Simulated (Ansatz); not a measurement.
Starting cell, Pt (fcc, Cu type):

```
Pt
1.0
    3.97009     0.00000     0.00000
    0.00000     3.97009     0.00000
    0.00000     0.00000     3.97009
Pt
4
Cartesian
  0.00000   0.00000   0.00000
  1.98504   1.98504   0.00000
  1.98504   0.00000   1.98504
  0.00000   1.98504   1.98504
```

In this cell atom 4 (Pt, nearest neighbour Pt at 2.807 Å; its periodic images, 4.0 Å or more away, move with it) is moved by s along Cartesian [110], unit vector (0.707, 0.707, 0.000); all other atoms and the cell stay fixed.

Level of theory: PBE (plane waves to 420 eV, PAW, scalar-relativistic; Ansatz, a first-principles code). k mesh 10×10×10 (Γ-centred), Fermi-Dirac smearing 0.05 eV. E stands for the smeared free energy. With partly filled bands, energies and forces of such displacements shift with the k mesh and the smearing. Pt is run without spin polarisation. Pt was relaxed with its symmetry unable to fall. Spin-orbit coupling is left out, though Pt is heavy. The PAW data are Ansatz's earlier set. ΔE is measured from the undisplaced structure. The last digit holds for this mesh only.

| s (Å) | ΔE (meV/cell) |
|---|---|
| -0.560 | 2118.1 |
| -0.448 | 1240.3 |
| -0.336 | 660.7 |
| -0.224 | withheld |
| -0.112 | 70.7 |
| 0.000 | 0.0 |
| 0.112 | 70.7 |
| 0.224 | withheld |
| 0.336 | 660.7 |
| 0.448 | 1240.3 |
| 0.560 | 2118.1 |

**Question.** Fit an even polynomial form (powers 2, 4, 6) to the given rows and predict ΔE at s = 0.224.

**Answer.** Least squares on the 9 given rows: ΔE = (5589)·s² + (1563)·s⁴ + (6860)·s⁶, in meV/cell with s in Å; root-mean-square residual 0.18 meV/cell. At 0.224 the fit gives 285.2 meV/cell; the calculation gives 286.0 meV/cell, so the interpolation is off by -0.8 (-0.3 %). The quadratic term alone would give 280.4 meV/cell.

(For displaced atoms, the force is minus the slope of the energy, and its curvature is a force constant, which sets phonon frequencies.)
